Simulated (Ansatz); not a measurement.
### Question
Monolayer TaS$_{2}$ (1T, P-3m1 in the vacuum cell, 3 atoms) is relaxed with DFT-LDA in the program Ansatz with PAW potentials. What in-plane lattice and thickness result?

### Answer
a = 3.302 Å; 3.05 Å between the outermost nuclei.

Electronic character: metallic. Work function: 5.28 eV.

A layer that has been made, often on a substrate. Symmetry was held in the LDA relaxation; its stability against distortions is not shown here. The run is not spin-polarised. With an odd number of electrons in the cell and no spin polarisation, the count alone makes it a metal. Spin–orbit coupling is left out wherever it is not named.

Potentials: the later of the program's two PAW sets.
